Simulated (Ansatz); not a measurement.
FeCo$_{3}$:
```
CELL_PARAMETERS angstrom
      3.48767     0.00000     0.00000
      0.00000     3.48767     0.00000
      0.00000     0.00000     3.48767
ATOMIC_POSITIONS crystal
  Fe 0.00000 0.00000 0.00000
  Co 0.50000 0.50000 0.00000
  Co 0.00000 0.50000 0.50000
  Co 0.50000 0.00000 0.50000
```
The run is spin-polarised; directions of the spins, atom by atom: ↑ ↑ ↑ ↑.

Relaxed with PBEsol.

**Question.** Which orbitals make up the states near the Fermi level in plane-wave PAW PBEsol (Ansatz code)?

**Answer.** Within 0.5 eV of the Fermi level: Co 3d 76 %, Fe 3d 18 %. Projections are on Löwdin-orthogonalised atomic valence shells; empty p or d shells of many metals are not among them.

**Question.** Tabulate the density of states.

**Answer.** States/eV per cell of 4 atoms, in 0.25 eV bins, energy from the Fermi level.

```
E (eV)  total  Co 3d  Fe 3d  Co 4s
------  -----  -----  -----  -----
-7.85    0.32   0.00   0.00   0.22
-7.60    0.36   0.01   0.00   0.25
-7.35    0.40   0.01   0.00   0.28
-7.10    0.45   0.01   0.01   0.31
-6.85    0.50   0.02   0.01   0.34
-6.60    0.56   0.03   0.01   0.37
-6.35    0.63   0.05   0.02   0.41
-6.10    0.71   0.08   0.03   0.46
-5.85    0.82   0.12   0.05   0.49
-5.60    1.03   0.21   0.09   0.54
-5.35    1.96   0.73   0.35   0.66
-5.10    2.60   1.20   0.48   0.68
-4.85    2.90   1.45   0.55   0.64
-4.60    3.58   2.04   0.75   0.54
-4.35    4.59   2.84   0.95   0.52
-4.10    4.80   3.09   0.96   0.48
-3.85    4.94   3.22   1.12   0.35
-3.60    4.57   3.10   0.92   0.31
-3.35    5.10   3.49   1.10   0.28
-3.10    6.84   4.93   1.36   0.26
-2.85    7.54   5.49   1.52   0.21
-2.60    8.21   6.05   1.63   0.18
-2.35    8.25   6.16   1.62   0.15
-2.10    6.52   4.83   1.21   0.14
-1.85    7.59   5.64   1.41   0.17
-1.60    8.13   6.13   1.45   0.18
-1.35    7.90   5.78   1.61   0.17
-1.10    7.28   5.08   1.73   0.15
-0.85    8.72   6.40   1.90   0.15
-0.60    9.73   7.32   2.02   0.14
-0.35    7.59   5.47   1.82   0.13
-0.10    4.36   3.24   0.83   0.15
0.15     4.42   3.61   0.47   0.17
0.40     3.22   2.52   0.36   0.17
0.65     2.86   2.06   0.45   0.18
0.90     3.63   1.83   1.42   0.21
1.15     5.55   3.14   1.99   0.22
1.40     5.76   3.58   1.77   0.20
1.65     4.89   2.37   2.04   0.23
1.90     3.08   1.35   1.20   0.25
2.15     1.72   0.67   0.46   0.28
2.40     1.36   0.50   0.22   0.31
2.65     1.34   0.45   0.17   0.34
2.90     1.03   0.26   0.13   0.26
3.15     0.90   0.19   0.12   0.20
3.40     1.11   0.23   0.18   0.22
3.65     1.14   0.22   0.17   0.24
3.90     1.09   0.20   0.13   0.23
4.15     0.98   0.17   0.10   0.21
4.40     0.92   0.14   0.08   0.19
4.65     0.87   0.12   0.07   0.17
```

Space group Pm-3m (Cu3Au type). The first step of the workflow began from a Materials Project structure, measured or hypothetical; the Crystallography Open Database copy checked does not list it. Its standing as an ambient phase is unchecked. The cell was relaxed with PBEsol under the symmetry of its start; its stability against distortions is not shown here. Magnetic state: ferromagnetic, chosen from 5 collinear starts compared on coarse meshes (ties went to the first, and starts can fall back to one state), not a proven ground state.

Potentials: the later of the program's two PAW sets.
